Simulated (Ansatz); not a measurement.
**A run on In3Se that went wrong**

The input below was meant for crystalline In3Se, with PBE, plane waves and PAW in Ansatz.

```yaml
crystal:
  lattice:
    - [4.803758, 0.0, 0.0]
    - [0.0, 4.803758, 0.0]
    - [0.0, 0.0, 4.803758]
  atoms:
    - { symbol: In, position: [0.0, 0.5, 0.5] }
    - { symbol: In, position: [0.5, 0.0, 0.5] }
    - { symbol: In, position: [0.5, 0.5, 0.0] }
    - { symbol: Se, position: [0.0, 0.0, 0.0] }
basis:
  ecutwfc: 420
kpoints:
  mp_grid: { grid: [10, 10, 10] }
hamiltonian:
  xc: scan2
scf:
  occupations: { method: gaussian, width: 0.1 }
output:
  forces: true
  stress: true
  eigenvalues: true
```

Command:

```bash
ansatz run input.yaml --threads 1 --pin off --max-ram 2560MiB --backend cpu --events-out ev --progress --plain --runs-dir out
```

Output, shortened:

```text
Error: YAML parse error: error: line 16 column 7: hamiltonian.xc: unknown variant `scan2`, expected one of `lda`, `lda-pw`, `pw92`, `pbe`, `pbesol`, `rpbe`, `revpbe`, `blyp`, `pbe0`, `revpbe0`, `b3lyp`, `b3lyp5`, `hse06`, `wpbeh`, `hiss`, `lc_wpbe`, `cam_b3lyp`, `hf`, `r2scan`, `r2scanh`, `r2scan0`, `r2scan50`
  --> <input>:16:7
   |
14 |   mp_grid: { grid: [10, 10, 10] }
15 | hamiltonian:
16 |   xc: scan2
   |       ^ hamiltonian.xc: unknown variant `scan2`, expected one of `lda`, `lda-pw`, `pw92`, `pbe`, `pbesol`, `rpbe`, `revpbe`, `blyp`, `pbe0`, `revpbe0`, `b3lyp`, `b3lyp5`, `hse06`, `wpbeh`, `hiss`, `lc_wpbe`, `cam_b3lyp`, `hf`, `r2scan`, `r2scanh`, `r2scan0`, `r2scan50`
17 | scf:
18 |   occupations: { method: gaussian, width: 0.1 }
   |
```

**Question.** What is the cause?
A. A total moment locked at a wrong value
B. An unconverged density accepted at the iteration limit
C. No spin polarisation on a magnet
D. A functional's name that the program doesn't know
E. Starting moments without spin polarisation

**Answer.** D. The name isn't in the program's list. The cure is a listed name.

Mended input, as a difference:

```diff
 hamiltonian:
-  xc: scan2
+  xc: pbe
```

The mended run converges, with a pressure of -0.32 GPa, no gap.

The mended run took 38 s on 1 thread of Intel(R) Xeon(R) Processor @ 2.50GHz (Skylake/Cascade Lake), on a shared host, peak memory 0.46 GiB.